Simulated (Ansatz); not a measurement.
# ZnS: field gradients at two levels of theory

Cell: a structure deposited in the COD, its atoms then relaxed with PBE in this cell.

Space group P6_3mc (No. 186); a = 3.8120, c = 18.6900 Å, γ = 120.00°.

```
site  Wyckoff  site symmetry       x       y       z
 Zn1       2a            3m.  0.0000  0.0000  0.0000
 Zn3       2b            3m.  0.3333  0.6667  0.1667
 Zn5       2b            3m.  0.6667  0.3333  0.3333
  S7       2a            3m.  0.0000  0.0000  0.1251
  S9       2b            3m.  0.3333  0.6667  0.2917
 S11       2b            3m.  0.6667  0.3333  0.4582
```

One atom of each set is listed.

First run. The numbers come from a DFT calculation in Ansatz (PBE, plane waves and PAW, scalar-relativistic, 420 eV cutoff, Γ-centred 8×8×2 k-points, Fermi–Dirac smearing 0.02 eV).

```csv
site,V_zz (10²¹ V/m²),η
Zn1,-0.072,0.00
Zn3,0.073,0.00
Zn5,0.051,0.00
S7,0.16,0.00
S11,0.075,0.00
```

Second run. The same atoms and settings, except that the functional is r2SCAN and the cutoff is 500 eV.

Problem. What does the second run give?

Solution. 

| site | V_zz | η | change of V_zz |
| --- | --- | --- | --- |
| Zn1 | -0.061 | 0.00 | +0.01 |
| Zn3 | 0.073 | 0.00 | 0.00 |
| Zn5 | 0.055 | 0.00 | 0.00 |
| S7 | 0.18 | 0.00 | +0.02 |
| S11 | 0.057 | 0.00 | -0.02 |

No V_zz moves by more than 0.02. Sites with |V_zz| of 0.02 or less aren't listed.

For the second run: With these PAW files V_zz is typically within 2 to 3 % of all-electron values, but misses above 10 % occur on Zn.
